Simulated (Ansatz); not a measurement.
**Cost of a DFT run on Cs3Tl2Cl9**

```yaml
crystal:
  lattice:
    - [6.4667376742, 3.733572737, 6.1793783479]
    - [-6.4667376742, 3.733572737, 6.1793783479]
    - [0.0, -7.467145474, 6.1793783479]
  atoms:
    - { symbol: Cs, position: [0.08786088, 0.41213912, 0.75] }
    - { symbol: Cs, position: [0.75, 0.08786088, 0.41213912] }
    - { symbol: Cs, position: [0.41213912, 0.75, 0.08786088] }
    - { symbol: Cs, position: [0.91213912, 0.58786088, 0.25] }
    - { symbol: Cs, position: [0.25, 0.91213912, 0.58786088] }
    - { symbol: Cs, position: [0.58786088, 0.25, 0.91213912] }
    - { symbol: Tl, position: [0.64918039, 0.64918039, 0.64918039] }
    - { symbol: Tl, position: [0.35081961, 0.35081961, 0.35081961] }
    - { symbol: Tl, position: [0.14918039, 0.14918039, 0.14918039] }
    - { symbol: Tl, position: [0.85081961, 0.85081961, 0.85081961] }
    - { symbol: Cl, position: [0.59389361, 0.90610639, 0.75] }
    - { symbol: Cl, position: [0.75, 0.59389361, 0.90610639] }
    - { symbol: Cl, position: [0.90610639, 0.75, 0.59389361] }
    - { symbol: Cl, position: [0.40610639, 0.09389361, 0.25] }
    - { symbol: Cl, position: [0.25, 0.40610639, 0.09389361] }
    - { symbol: Cl, position: [0.09389361, 0.25, 0.40610639] }
    - { symbol: Cl, position: [0.41604526, 0.58694224, 0.76405575] }
    - { symbol: Cl, position: [0.76405575, 0.41604526, 0.58694224] }
    - { symbol: Cl, position: [0.58694224, 0.76405575, 0.41604526] }
    - { symbol: Cl, position: [0.58395474, 0.41305776, 0.23594425] }
    - { symbol: Cl, position: [0.23594425, 0.58395474, 0.41305776] }
    - { symbol: Cl, position: [0.41305776, 0.23594425, 0.58395474] }
    - { symbol: Cl, position: [0.26405575, 0.08694224, 0.91604526] }
    - { symbol: Cl, position: [0.08694224, 0.91604526, 0.26405575] }
    - { symbol: Cl, position: [0.91604526, 0.26405575, 0.08694224] }
    - { symbol: Cl, position: [0.73594425, 0.91305776, 0.08395474] }
    - { symbol: Cl, position: [0.91305776, 0.08395474, 0.73594425] }
    - { symbol: Cl, position: [0.08395474, 0.73594425, 0.91305776] }
kpoints:
  mp_grid: { grid: [3, 3, 3] }
scf:
  occupations: { method: fermi_dirac, width: 0.02 }
hamiltonian:
  xc: r2scan
  pseudopotentials: { kind: paw }
output:
  forces: true
  stress: true
  populations: true
  efg:
    quadrupole_moments_barn: { Cs: -0.00343, Cl: -0.08112 }
    contact_densities: true
  write_density: true
  write_potential: true
  elf: true
  volumetric_format: npy
```

```sh
ansatz run input.yaml --threads 2 --pin off --max-ram 5120MiB --backend cpu --events-out ev --progress --plain --runs-dir out
```

It runs on 2 threads of Intel Xeon Processor @ 2.50GHz (Skylake/Cascade Lake) (x86_64; 62 cores open to the job, memory cap 5.0 GiB, no GPU), a shared host with a load of 0.9 a core.

(1) How much time and memory should be set aside?

## Answers

(1) About 4.7 min of wall time (5.6 min of CPU time) and 3.5 GiB. The run holds 232 valence electrons in 144 bands, about 22775 plane waves a k-point and 6 irreducible k-points, and took 7 SCF iterations. Times on a shared host vary by tens of per cent.
